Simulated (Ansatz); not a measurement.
## Computed properties of PbI$_{2}$

PbI2:
```
CELL_PARAMETERS angstrom
      7.41937     0.00000     0.00000
      0.00000     7.84126     0.00000
      0.00000     0.00000     4.80987
ATOMIC_POSITIONS crystal
  Pb 0.00000 0.00000 0.00000
  Pb 0.50000 0.50000 0.50000
  I  0.25464 0.34256 0.00000
  I  0.75464 0.15744 0.50000
  I  0.24536 0.84256 0.50000
  I  0.74536 0.65744 0.00000
```

Space group Pnnm (No. 58); conventional cell a = 7.4194 Å, b = 7.8413 Å, c = 4.8099 Å, α = β = γ = 90.00°.

Method: DFT-PBE in the program Ansatz with PAW potentials. Geometry: relaxed at this level of theory. Other levels are named where they apply.

**Cell and energy**

Volume per atom: 46.64 Å³
Density: 5.47 g/cm³
Formation energy from the elements (no fitted shifts): -0.63 eV/atom

**Electronic structure**

- Band gap = 2.14 eV (indirect)
- Valence-band maximum = on the Γ–Z line, 45 % of the way from Γ (k = 0.000, 0.000, 0.224 in fractions of the reciprocal vectors)
- Conduction-band minimum = at T (k = 0.000, 0.500, 0.500 in fractions of the reciprocal vectors)
- Smallest direct gap on the standard path = 2.32 eV
- Hole effective mass = 0.63, 1.0, 5.3 mₑ (principal values)

**Mechanics**

* **Bulk modulus (Birch–Murnaghan fit)**: 14.4 GPa
* **Pressure derivative B′**: 6.1

A made-up cell: these elements were put on the sites of a structure type; neither database checked (COD, Materials Project) lists it. It is not the phase usual at ambient conditions (space group No. 164). Symmetry was held in the PBE relaxation; whether a distortion lowers the energy is not shown. The references are the lowest solids computed at this level, not always the standard phases. Scalar-relativistic: spin–orbit coupling is off unless named, which matters more the heavier the elements.

Potentials: the later of the program's two PAW sets.
